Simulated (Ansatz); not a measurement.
Given:

CdTe:
```cif
data_Cd3Te3
_chemical_formula_sum 'Cd3 Te3'
_space_group_name_H-M_alt 'P 1'
_space_group_IT_number 1
_cell_length_a 4.52331
_cell_length_b 4.52331
_cell_length_c 10.26369
_cell_angle_alpha 90.000
_cell_angle_beta 90.000
_cell_angle_gamma 120.000
loop_
_space_group_symop_operation_xyz
  'x, y, z'
loop_
_atom_site_label
_atom_site_type_symbol
_atom_site_fract_x
_atom_site_fract_y
_atom_site_fract_z
_atom_site_occupancy
Cd1 Cd 0.50040 0.00000 0.66667 1
Cd2 Cd 0.00000 0.50040 0.33333 1
Cd3 Cd 0.49960 0.49960 0.00000 1
Te1 Te 0.50026 0.00000 0.16667 1
Te2 Te 0.00000 0.50026 0.83333 1
Te3 Te 0.49974 0.49974 0.50000 1
```

This is the PBEsol-relaxed structure.

All from PBEsol in the plane-wave PAW code Ansatz, unless another level is named. Predict the smallest direct gap on the standard path.

0.16 eV.

Next, the hole effective mass?

0.26, 0.26, 0.48 mₑ (principal values).

Predict the band gap.

0.09 eV (indirect).

Give the conduction-band minimum.

at Γ.

Space group P6_222. The start of the workflow was typed in or built on a structure type; neither database checked (COD, Materials Project) lists it. It is not the phase usual at ambient conditions (space group No. 216). The PBEsol relaxation kept the symmetry of its start; whether a distortion lowers the energy is not shown. Point labels and valley counts follow the cell and symmetry of the run, lower than the named group. Spin–orbit coupling is left out wherever it is not named.

Potentials: the earlier of the program's two PAW sets. The files were generated under PBE; for other functionals the program regenerates the frozen cores, and for LDA and PBEsol the local potential too.
